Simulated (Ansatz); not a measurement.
AgW:
```
CELL_PARAMETERS angstrom
      0.00000     2.66941     2.66941
      2.66941     0.00000     2.66941
      2.66941     2.66941     0.00000
ATOMIC_POSITIONS crystal
  Ag 0.00000 0.00000 0.00000
  W  0.50000 0.50000 0.50000
```

Relaxed with PBE. Special points in fractions of this cell's reciprocal vectors: Γ (0.000, 0.000, 0.000); X (0.500, 0.000, 0.500); U (0.625, 0.250, 0.625); K (0.375, 0.375, 0.750); L (0.500, 0.500, 0.500); W (0.500, 0.250, 0.750).

Problem. List the band energies nearest the Fermi level at these points for plane-wave PAW PBE with spin–orbit coupling (Ansatz code).

Solution. In eV from the Fermi level; about four levels below and three above (degenerate sets whole), none deeper than 8.9 eV; points with the same levels are listed once.

```
k                                below                above
-  -----------------------------------  -------------------
Γ  -5.81 -5.81 -5.81 -5.81 -5.56 -5.56  0.48 0.48 0.48 0.48
X              -4.10 -4.10 -1.06 -1.06  0.12 0.12 1.05 1.05
U              -1.17 -1.17 -0.90 -0.90  0.16 0.16 1.01 1.01
L              -1.58 -1.58 -1.29 -1.29  0.58 0.58 0.91 0.91
W              -0.81 -0.81 -0.74 -0.74  1.23 1.23 2.78 2.78
```

Space group Fm-3m (rock salt). The start of the workflow was typed in or built on a structure type; neither database checked (COD, Materials Project) lists it. Its standing as an ambient phase is unchecked. Symmetry was held in the PBE relaxation; its stability against distortions is not shown here. No spin polarisation was allowed. The volume moved by 16 % from the start of the relaxation. Its formation energy is positive at this level, so the cell may be metastable or incomplete.

Potentials: the earlier of the program's two PAW sets.
